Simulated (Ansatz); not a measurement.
Relaxed candidate structures of P2W:

A. Pmm2 (No. 25), oP9; a = 5.1326 Å, b = 8.0441 Å, c = 3.8106 Å, α = 90.00°, β = 90.00°, γ = 90.00°; P 1a (0.000, 0.000, 0.240); P 4i (0.288, 0.261, 0.235); P 1d (0.500, 0.500, 0.607); W 2g (0.000, 0.176, 0.736); W 1b (0.000, 0.500, 0.329)

B. Immm (No. 71), oI6; a = 3.1220 Å, b = 4.2223 Å, c = 6.8791 Å, α = β = γ = 90.00°; P 4j (0.000, 0.500, 0.216); W 2a (0.000, 0.000, 0.000)

C. Fm-3m (No. 225), cF36; a = 8.1866 Å, b = 8.1866 Å, c = 8.1866 Å, α = 90.00°, β = 90.00°, γ = 90.00°; P 24e (0.000, 0.000, 0.286); W 4a (0.000, 0.000, 0.000); W 8c (0.250, 0.250, 0.250)

D. P-3 (No. 147), hP9, AFLOW prototype A2B_hP9_147_g_ad (B_b, as in ZnAg2); a = b = 6.9902 Å, c = 3.0967 Å, α = β = 90.00°, γ = 120.00°; W 1a (0.000, 0.000, 0.000); W 2d (0.333, 0.667, 0.275); P 6g (0.372, 0.320, 0.232)

**Question.** Rank these by energy per atom (lowest first), as PBE (plane waves to 420 eV, PAW, scalar-relativistic; Ansatz, a first-principles code) gives it.

**Answer.** D (reference, the lowest among the structures calculated here), B (+0.05 eV/atom), A (+0.41 eV/atom), C (+1.18 eV/atom)

Probably no minimum, since a slightly shaken restart fell lower: Pmm2, oP9 (by 0.21 eV/atom, to Pmm2). Each run could gain symmetry but not lose that of its start, so entries can be saddle points. All of these are generated cells (placed on structure types, drawn at random, substituted or restacked) that were not matched to a known phase here. The real structure of this composition may not be among these. Energies are at zero temperature and pressure, without zero-point motion. No spin polarisation in the result. A magnetic state may lie lower.
